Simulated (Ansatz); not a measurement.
Input and command of a plane-wave DFT calculation in Ansatz:

```yaml
crystal:
  lattice:
    - [4.7767121009, 0.0, 0.0]
    - [-2.3883560505, 4.136754026, 0.0]
    - [0.0, 0.0, 2.9184718571]
  atoms:
    - { symbol: Hf, position: [0.3333333333, 0.6666666667, 0.5], spin: -0.32 }
    - { symbol: Hf, position: [0.6666666667, 0.3333333333, 0.5], spin: -0.32 }
    - { symbol: Cr, position: [0.0, 0.0, 0.0], spin: 3.11 }
basis:
  ecutwfc: 420
kpoints:
  mp_grid: { grid: [12, 12, 16] }
hamiltonian:
  xc: pbe
scf:
  occupations: { method: gaussian, width: 0.1 }
output:
  forces: true
  stress: true
  eigenvalues: true
  populations: true
magnetization:
  spin_polarized: true
relax:
  adjacent_minimum: "off"
  f_tol: 0.01
  max_steps: 80
  cell: { stress_tol: 0.05 }
```

```bash
ansatz run input.yaml --threads 1 --pin off --max-ram 2560MiB --backend cpu --events-out ev --progress --plain --runs-dir out
```

Processor: Arm Neoverse V2, 1 thread, on a host shared with other jobs.

How long does it run, and how much memory does it take?

About 3.1 min on 1 thread of Arm Neoverse V2, with other jobs on the host, peak memory 0.8 GiB. It solves 42 bands at 171 k points (the mesh reduced by the symmetry that the task leaves, which can be less than the crystal's) with about 1119 plane waves (on the last cell), in 39 SCF iterations over 4 ionic steps.
